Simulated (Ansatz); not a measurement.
LuAlB₄ in space group Cmmm (No. 65; Pearson symbol oS24), plane-wave PAW PBE (Ansatz code), all energies at zero smearing, with the estimated change up to a 700 eV cutoff added, with one set of potentials and settings (totals compare only within such a set). Cell of 12 atoms (2 Lu, 2 Al, 8 B): -31792.928 eV.

| element | reference phase | E (eV/atom) |
|---|---|---|
| Lu | P6_3/mmc, 2 atoms in the cell | -14732.4262 |
| Al | Fm-3m, 1 atoms in the cell | -537.5049 |
| B | R-3m, 12 atoms in the cell | -155.9161 |

Formation energy per atom, worked out: (-31792.928 − 2×(-14732.4262) − 2×(-537.5049) − 8×(-155.9161))/12 = -0.478 eV/atom (-46 kJ per mol of atoms), at 0 K, without zero-point energy or fitted corrections.

The workflow started from an entry of the Crystallography Open Database (COD, 298 K), which files this formula under 2 space groups. Its standing as an ambient phase is unchecked. The cell was relaxed with PBE under the symmetry of its start; its stability against distortions is not shown here. The references are the lowest solids computed at this level, not always the standard phases. Spin–orbit coupling is left out wherever it is not named.

Potentials: the later of the program's two PAW sets.
